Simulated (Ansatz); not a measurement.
An element in the fcc structure gives these cold pressures by all-electron LAPW under PBEsol (Ansatz 0.2.0, scalar-relativistic, no spin polarisation).

| V (Å³/atom) | P (GPa) |
| --- | --- |
| 16.18 | 0.05 |
| 14.88 | 8.33 |
| 13.59 | 21.2 |
| 12.29 | 41.1 |
| 11.00 | 72.6 |
| 9.71 | 123.6 |
| 8.41 | 209.4 |
| 7.28 | 337.9 |

Question: Which element is it?

Answer: Al. Its zero-pressure volume in this structure is near 16.2 Å³/atom; the volume and the steepness of P(V) together point to it, though neighbours can come close. Other candidates weren't computed, and some may come near.
